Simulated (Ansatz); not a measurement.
Co2Si in space group Pnma (No. 62; Si on 4c, Co on 4c, Co on 4c) under volume change, DFT-PBEsol in the program Ansatz with PAW potentials, shape and atoms relaxed at each volume.

```csv
V (Å³/atom),E − E(relaxed) (meV/atom),P (GPa)
9.327,___,___
9.635,32.6,18.05
9.942,7.7,8.25
10.250,0.0,0.00
10.557,___,___
10.865,25.8,-12.60
11.172,54.5,-17.20
```

Question: Complete the blanks.

Answer: 
- 10.557, E − E(relaxed) (meV/atom): 6.9
- 10.557, P (GPa): -6.92
- 9.327, E − E(relaxed) (meV/atom): 78.1
- 9.327, P (GPa): 29.68

Question: What does a third-order Birch–Murnaghan fit give for V₀, B₀ and B′?

Answer: V₀ = 10.25 Å³/atom, B₀ = 249 GPa, B′ = 5.0.

Symmetry was held in the PBEsol relaxation. Magnetic state: ferromagnetic, the only order run, not a proven ground state.

Potentials: the later of the program's two PAW sets.
